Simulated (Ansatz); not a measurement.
Ta2C (space group P-3m1)

```
Ta2C
1.0
    6.15240     0.00000     0.00000
   -1.53810     2.66407     0.00000
    0.00000     0.00000     4.89012
Ta C
4 2
Cartesian
  0.00000   1.77604   1.23834
  3.07620   1.77604   1.23834
  1.53810   0.88802   3.65178
  4.61430   0.88802   3.65178
  0.00000   0.00000   0.00000
  3.07620   0.00000   0.00000
```

A phonon eigenvector at M = (0.5, 0.0, 0.0) is frozen into this cell: atom i moves by Q times the vector below, so Q is the largest atomic displacement, in Å. The cell is held. (q is in reciprocal vectors of the primitive cell; the cell shown is doubled to hold the pattern.)

```json
[
 {"atom": "Ta1", "x": "0.006", "y": "0.003", "z": "-0.015"},
 {"atom": "Ta2", "x": "-0.006", "y": "-0.003", "z": "0.015"},
 {"atom": "Ta3", "x": "-0.006", "y": "-0.003", "z": "0.015"},
 {"atom": "Ta4", "x": "0.006", "y": "0.003", "z": "-0.015"},
 {"atom": "C5", "x": "0.864", "y": "0.499", "z": "0.066"},
 {"atom": "C6", "x": "-0.864", "y": "-0.499", "z": "-0.066"}
]
```

All values below come from LDA (plane waves to 420 eV, PAW, scalar-relativistic; Ansatz, a program for electronic structure). k mesh 17×17×10 (Γ-centred), Fermi-Dirac smearing 0.05 eV. E stands for the smeared free energy. With partly filled bands, energies and forces of such displacements shift with the k mesh and the smearing. Spin-orbit coupling is left out, though Ta is heavy. Ta2C is run without spin polarisation. Ta2C was relaxed with its symmetry unable to fall. The zero of ΔE is the undisplaced structure. The last digit holds for this mesh only.

```tsv
Q (Å)	ΔE (meV/cell)
-0.180	717.0
-0.150	496.0
-0.120	withheld
-0.090	177.4
-0.060	78.7
-0.030	19.6
0.000	0.0
0.030	19.6
0.060	78.7
0.090	177.4
0.120	withheld
0.150	496.0
0.180	717.0
```

Q: Fit an even polynomial form (powers 2, 4) to the given rows and predict ΔE at Q = 0.120.

A: Least squares on the 11 given rows: ΔE = (21840)·Q² + (9087)·Q⁴, in meV/cell with Q in Å; root-mean-square residual 0.09 meV/cell. At 0.120 the fit gives 316.4 meV/cell; the calculation gives 316.3 meV/cell, so the interpolation is off by 0.1 (+0.0 %). The quadratic term alone would give 314.5 meV/cell.

(A displaced cell: forces are minus the slopes of the energy, force constants its curvatures, and phonons follow from these.)
